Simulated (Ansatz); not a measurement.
InAs:
Space group P6₃mc (No. 186); a = 4.310 Å, b = 4.310 Å, c = 7.083 Å, α = 90.00°, β = 90.00°, γ = 120.00°

| atom | site | symmetry | x | y | z |
|---|---|---|---|---|---|
| In | 2b | 3m. | 0.3333 | 0.6667 | 0.0006 |
| As | 2b | 3m. | 0.3333 | 0.6667 | 0.3749 |

Relaxed with r²SCAN. 

Problem. HSE06 on this cell (Ansatz, a quantum-chemistry and plane-wave program, PAW) gives a gap of 0.40 eV. What does r²SCAN give?

Solution. 0.14 eV.

Cost on shared cores: the r²SCAN run (SCF on a 8×8×4 mesh, then bands and DOS) very roughly 100 core-seconds, the HSE06 run (SCF on 6×6×3, then a few points) very roughly 2.5 core-minutes; the tasks are unlike.

Space group P6_3mc (wurtzite). The first step of the workflow began from a Materials Project structure, measured or hypothetical; the Crystallography Open Database copy checked does not list it. It is not the phase usual at ambient conditions (space group No. 216). The cell was relaxed with r²SCAN under the symmetry of its start; its stability against distortions is not shown here. Spin–orbit coupling is left out wherever it is not named.

Potentials: the later of the program's two PAW sets.

Ansatz is a plane-wave DFT program.
